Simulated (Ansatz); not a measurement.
SiC:
```
CELL_PARAMETERS angstrom
      0.00000     2.17831     2.17831
      2.17831     0.00000     2.17831
      2.17831     2.17831     0.00000
ATOMIC_POSITIONS crystal
  Si 0.75000 0.75000 0.75000
  C  0.00000 0.00000 0.00000
```

Relaxed with r²SCAN. Special points in fractions of this cell's reciprocal vectors: Γ (0.000, 0.000, 0.000); X (0.500, 0.000, 0.500); U (0.625, 0.250, 0.625); K (0.375, 0.375, 0.750); L (0.500, 0.500, 0.500); W (0.500, 0.250, 0.750).

Task: List the band energies nearest the valence-band maximum at these points for plane-wave PAW r²SCAN (Ansatz code).

Result: In eV from the valence-band maximum; about four levels below and three above (degenerate sets whole), none deeper than 8.9 eV; … stands for higher levels left out; points with the same levels are listed once.

| k | below | above |
|---|---|---|
| Γ | 0.00 0.00 0.00 | 6.80 … |
| X | -8.06 -3.34 -3.34 | 1.71 4.82 … |
| U | -7.51 -5.73 -2.72 | 3.53 8.41 … |
| L | -8.83 -1.11 -1.11 | 5.98 … |
| W | -7.24 -5.18 -4.82 | 5.72 10.11 … |

Space group F-43m (zinc blende). The r²SCAN relaxation kept the symmetry of its start; phonons on a q-mesh show no instability.

Potentials: the earlier of the program's two PAW sets.
